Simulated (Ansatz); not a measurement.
Each is relaxed and computed with the program Ansatz at the HSE06 level (PAW). Which is the only one with a gap?
A) SiNi3, Cu3Au type
B) SiO2, P3_221 (Si on 3a, O on 6c)
C) HfSi, rock salt
D) Hf3Si, Fm-3m (Si on 4a, Hf on 4b, Hf on 8c)

B, SiO2, P3_221 (Si on 3a, O on 6c). SiO2: gap 7.69 eV (indirect); Hf3Si: metal; SiNi3: metal; HfSi: metal. Constructed cells (a structure type filled with these elements, in neither database checked): Hf3Si, Fm-3m (Si on 4a, Hf on 4b, Hf on 8c); HfSi, rock salt. Began spin-polarised and lost the moments: SiNi3, Cu3Au type. All cells were relaxed under the symmetry of their starts (and spin orders); stability against distortions was not tested throughout. Rows with no word on spin ran without spin polarisation. Spin–orbit coupling is left out wherever it is not named.

Potentials: the later of the program's two PAW sets.
